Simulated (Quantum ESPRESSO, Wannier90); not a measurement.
Wannier functions of CaIn (CsCl type)

Cell from Materials Project (mp-20263), symmetrised, no further relaxation. Not found in the COD (Crystallography Open Database) copy used; not checked further. Method: PBEsol plane waves in Quantum ESPRESSO 7.5 (PseudoDojo norm-conserving files, 56 Ry, no spin polarisation, no spin-orbit coupling), Bloch states on a 8×8×8 mesh through Γ, Wannier90 4.0.1. Density: 12×12×12 mesh, cold smearing 0.01 Ry. Spin-orbit coupling is left out although heavy elements are present.

The plane-wave run has 31 bands and 23 electrons a cell. On the energy scale of pw.x, whose zero is arbitrary, the Fermi level lies at 8.66 eV.

Input w.win, without the blocks of cell, atoms and k-points (512 lines):

```
num_bands = 22
num_wann = 13
exclude_bands = 1-9
num_iter = 800
conv_tol = 1.0e-6
conv_window = 4
dis_num_iter = 1000
dis_conv_tol = 1.0e-6
dis_froz_max = 10.16
write_hr = true
write_u_matrices = true
begin projections
Ca: s;p;d
end projections
mp_grid = 8 8 8
```

**Question.** Check the input against the numbers above: what is wrong, and how is it mended?

**Answer.** wannier90.x -pp stops with:
```
w90_readwrite_get_projections: too few projection functions defined
```
The projections block defines fewer trial orbitals than num_wann. Mended as below, all else unchanged, the run goes through (Ω_I = 19.5 Å²) and follows the plane-wave bands to 3.3 meV rms (states up to 1.0 eV relative to the Fermi level).
```
In: s;p
```
